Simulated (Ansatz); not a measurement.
Ansatz input

```yaml
crystal:
  lattice:
    - [3.1462212359, 0.0, 0.0]
    - [0.0, 3.1462212359, 0.0]
    - [0.0, 0.0, 3.1462212359]
  atoms:
    - { symbol: Te, position: [0.0, 0.0, 0.0] }
hamiltonian:
  xc: blyp
  pseudopotentials:
    kind: paw
    azcp:
      Te: "pseudopotentials/Te.paw.azcp"
basis:
  ecutwfc: 420
  fft_grid_basis: typed
kpoints:
  mp_grid: { grid: [10, 10, 10], shift: [0, 0, 0] }
magnetization:
  spin_polarized: false
scf:
  occupations: { method: fermi_dirac, width: 0.1 }
relax:
  max_steps: 60
  f_tol: 0.01
  cell: {}
```

and its output:

```
Engine: ansatz 0.2.0, x86_64-unknown-linux-gnu
Pseudopotentials: kind: paw
Pseudopotential: Te, paw, valence charge 16, recommended cutoff 420 eV (normal) 
Functional definition: BLYP
  parameter beta = 0.0042
  parameter a = 0.04918
  parameter b = 0.132
  parameter c = 0.2533
  parameter d = 0.349
  exchange = b88_x(beta = beta)
  correlation = lyp_c(a = a, b = b, c = c, d = d)
Crystal: 1 atoms, lattice volume = 31.144 Å³
Basis set: ecut = 420 eV, 619 PW (Γ), exchange–correlation on 48×48×48 points (8 copies of the dense FFT grid, shifted against one another)
Bands: 12, of which v1, the nominal top of the filled ones, is band 8 counted from 1 (7 counted from 0)
Symmetry: 48 space group operations
Space group: Pm-3m (ITA 221), of the structure as read, at distance tolerance 3.1e-5 Å
k-points: 56 of 1000
Non-local potential: Te, projectors of the file, l = 0: 2, l = 1: 2, l = 2: 2, l = 3: 2
PAW form: soft (Blöchl's): semilocal exchange-correlation on the pseudo side does not see the compensation charge
PAW frozen core: Te, regenerated for the run's functional, and the local potential with it (the file was generated under x = pbe(κ = 0.804, μ = 0.2195149727645171), c = pbe(β = 0.06672455060314922))
PAW one-centre angular grid: Te, 590 points (default); XC on 64 Gauss nodes
Initial density: superposition of atomic densities (neutral atoms: chi_scale 0, normalization atom), corrected by the library's trained network
Initial wavefunctions: pseudopotential atomic-orbital guess
Functional: x = b88, c = lyp
SCF iter   1: F=—  HF=-6997.021927 eV  |F-HF|=—  |Δ(HF+E_count)|=         —  Δρ=6.00e-3  dr2=1.48e-2  ethr=1.77e-3  ⟨swp⟩=5.3  Hψ=4115  notcnv=0
SCF iter   2: F=—  HF=-6997.018371 eV  |F-HF|=—  |Δ(HF+E_count)|=   3.56e-3  Δρ=3.86e-3  dr2=6.77e-3  ethr=9.24e-5  ⟨swp⟩=1.1  Hψ=1128  notcnv=0
SCF iter   3: F=—  HF=-6997.015920 eV  |F-HF|=—  |Δ(HF+E_count)|=   2.45e-3  Δρ=7.97e-4  dr2=2.47e-4  ethr=4.23e-5  ⟨swp⟩=2.0  Hψ=792  notcnv=0
SCF iter   4: F=—  HF=-6997.015828 eV  |F-HF|=—  |Δ(HF+E_count)|=   9.18e-5  Δρ=1.60e-4  dr2=4.80e-6  ethr=1.54e-6  ⟨swp⟩=2.2  Hψ=1111  notcnv=0
SCF iter   5: F=—  HF=-6997.015833 eV  |F-HF|=—  |Δ(HF+E_count)|=   4.77e-6  Δρ=5.07e-5  dr2=9.94e-7  ethr=3.00e-8  ⟨swp⟩=2.1  Hψ=829  notcnv=0
...
SCF iter   3: F=-6997.109599 eV  HF=-6997.109599 eV  |F-HF|=1.16e-10  |Δ(HF+E_count)|=   6.33e-9  Δρ=1.45e-6  dr2=9.09e-10  ethr=4.20e-11  ⟨swp⟩=3.3  Hψ=2440  notcnv=0
SCF 5 converged in 3 iterations: F = -6997.109599 eV  dr2 = 9.09e-10
relax step   5: F+E_penalty+E_count = -6997.10959890 eV  Δ(F+E_penalty+E_count) = -1.555e-5 eV  max|allowed force component| = 0.000e0 eV/Å  Δτ_max = 0.0000 Å  P = -0.002 GPa  Ω = 35.759 Å³  energy of the carried Pulay correction = +7.767e-6 eV  (3 SCF iters, dr2 threshold 6.73e-9 eV, accepted)
iter 1 solved again at ethr=2.33e-7 eV; its pass at ethr=3.10e-3 eV (dr2=3.73e-5 eV) is discarded
SCF iter   1: F=—  HF=-6997.109587 eV  |F-HF|=—  |Δ(HF+E_count)|=         —  Δρ=1.95e-6  dr2=1.08e-9  ethr=2.33e-7  ⟨swp⟩=2.9  Hψ=5863  notcnv=0
eigensolver tolerance schedule: the retry pair's looser diagonalisation over-reported the residual by 34600.15 of it (diagonalisation noise at an unbounded share of the residual, at the tolerance the schedule requests for it); recorded, not acted on — ethr = c·dr2/N_el stays at c = 1.0e-1
SCF iter   2: F=—  HF=-6997.109592 eV  |F-HF|=—  |Δ(HF+E_count)|=   5.55e-6  Δρ=1.10e-6  dr2=3.10e-10  ethr=6.73e-12  ⟨swp⟩=3.9  Hψ=1498  notcnv=0
SCF iter   3: F=—  HF=-6997.109592 eV  |F-HF|=—  |Δ(HF+E_count)|=  7.82e-11  Δρ=2.53e-7  dr2=2.17e-11  ethr=1.94e-12  ⟨swp⟩=1.4  Hψ=715  notcnv=0
SCF iter   4: F=-6997.109592 eV  HF=-6997.109592 eV  |F-HF|=2.73e-12  |Δ(HF+E_count)|=  2.73e-12  Δρ=6.20e-8  dr2=1.35e-12  ethr=1.00e-12  ⟨swp⟩=5.7  Hψ=2500  notcnv=0
SCF 6 converged in 4 iterations: F = -6997.109592 eV  dr2 = 1.35e-12
relax step   6: F+E_penalty+E_count = -6997.10959230 eV  Δ(F+E_penalty+E_count) = +6.608e-6 eV  max|allowed force component| = 0.000e0 eV/Å  Δτ_max = 0.0000 Å  P = -0.002 GPa  Ω = 35.759 Å³  stress off target by 2.23e-3 GPa  SCF on the basis re-selected at this cell (its energy is not comparable with the rows above)  (4 SCF iters)
basis re-selected at this cell: Δ(F+E_penalty+E_count) = +6.608e-6 eV, ΔP = +0.000 GPa vs the last step (what re-selecting the basis moved, of the pressure what is left beyond the Pulay correction that the steps carried, after the strain that the cell walked since its last selection, with what the two solves' SCF thresholds leave and, on support functions, any second-order correction that the steps lacked; it is no measure of the basis error at this ecutwfc). This SCF's stress stands 2.23e-3 GPa from its target on what of the cell is left free (relax.cell.stress_tol is 5.00e-2 GPa) and its largest allowed force component is 0.00e0 eV/Å (relax.f_tol is 1.00e-2 eV/Å): within both
SCF converged after 4 iterations
Free energy (F): -6997.109592 eV
Harris-Foulkes:  -6997.109592 eV  (|F-HF|=2.73e-12)
Internal energy: -6997.088825 eV  (E = F + TS)
E sigma→0 (E₀):  -6997.099209 eV
Entropy (-TS):   -0.020767 eV (-20.767 meV/atom)
Fermi energy:    8.393909 eV
--- Per-component energies (eV) ---
  E_band       = -268.929266
  E_kinetic    = 180.155186
  E_local      = -1290.074151  (includes V_loc(G=0)·N_el)
  E_nonlocal   = -312.582873
  E_hartree    = 815.511203
  E_xc         = -121.923382
  E_vxc        = -100.657292  (∫ρ·V_xc dr)
  E_paw        = -4680.799049  (= ΣΔE_a)
  E_vpaw       = -376.792274  (= ΣTr[D̂ρ^β])
  E_aug_tail   = -0.000214  (compensation charges beyond the density's cutoff)
  E_ewald      = -1587.347947
  E_core_change = -0.027597  (= ΣΔE_core)
  E_smearing   = -0.020767  (= −TS)
  E_closure    = -0.000000  (closes the sum)
  Σ components = -6997.109592   (vs F -6997.109592, Δ=0.00e0)
--- Forces (eV/Å), atoms counted from 1 ---
  atom   1  Te     0.00000000    -0.00000000     0.00000000
  max |Σ_I F_I| component: 1.44e-32 eV/Å
--- Stress (GPa, compression-positive) ---
       -0.002230       0.000000      -0.000000
        0.000000      -0.002230      -0.000000
       -0.000000      -0.000000      -0.002230
  P = ⅓ Tr σ = -0.0022 GPa (-0.022 kbar)
--- Relaxed structure (4 steps of the walk, 4 accepted, 2 SCFs on fresh bases) ---
  F+E_penalty+E_count = -6997.10959230 eV   max|allowed force component| = 0.000e0 eV/Å   (the final SCF, on the basis selected at the relaxed cell)
  cell:  # Å, volume = 35.7588 Å³
    - [3.294537893176744, 1.1435209044799213e-33, 4.012354050806741e-36]
    - [1.6571022229831844e-33, 3.294537893176744, 0.0]
    - [5.175936725540696e-34, 0.0, 3.294537893176744]
  atoms:
    - { symbol: Te, position: [0.0, 0.0, 0.0] }
```
